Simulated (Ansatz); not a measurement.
Method: r2SCAN, no spin polarisation; PAW, plane waves to 500 eV, 7×7×7 Γ-centred mesh, fermi-dirac occupations (width 0.1 eV) (Ansatz 0.2.0), atoms fixed.

Computed maps in the lattice plane spanned by a (left to right, 5.71 Å, 17 points from zero) and b (bottom to top, 5.71 Å, 17 points from zero), 60° apart, at height 0.000 along c. The fields are smooth PAW ones with compensation charges, not the true ones near nuclei.

Valence density. Digits on a logarithmic scale: 0 up to 0.03 e/Å³, each further digit a factor of 1.6, 9 from 1.3 e/Å³ up:
```
77986311222113689
99986322455422368
78876323577753236
46664323689986323
23333212589998521
11222111479999741
11233211257999752
12456542125788752
12578875212456542
12579997521123321
11479999741112221
21258999852123333
43236899863234666
76323577753236788
98632245542236899
79863112221136897
47974211111124797
```

The cell is Ba₃Ti₂O₈. Which atoms lie within 0.2 Å of this plane, and where (fractions of a and b)?

Ba at (0.00, 0.00), O at (0.33, 0.33), O at (0.67, 0.67). The whole cell:
```
Ba Ti O
1.0
     2.09745   -2.23825   -4.81044
     0.00000    3.06742   -4.81044
     5.66183    2.23825    4.81044
Ba Ti O
3 2 8
Direct
  0.00000 0.00000 0.00000
  0.20525 0.20525 0.61575
  0.79475 0.79475 0.38425
  0.40758 0.40758 0.22274
  0.59242 0.59242 0.77726
  0.32780 0.32780 0.98340
  0.67220 0.67220 0.01660
  0.27350 0.27350 0.30360
  0.75660 0.27350 0.30360
  0.27350 0.75660 0.30360
  0.72650 0.72650 0.69640
  0.72650 0.24340 0.69640
  0.24340 0.72650 0.69640
```

Origin: a known structure type with other elements, at an estimated volume, so it need not be a known compound. Caveats: many states at the Fermi level without spin polarisation, so a magnetic state may lie lower; atoms or cell far from equilibrium.
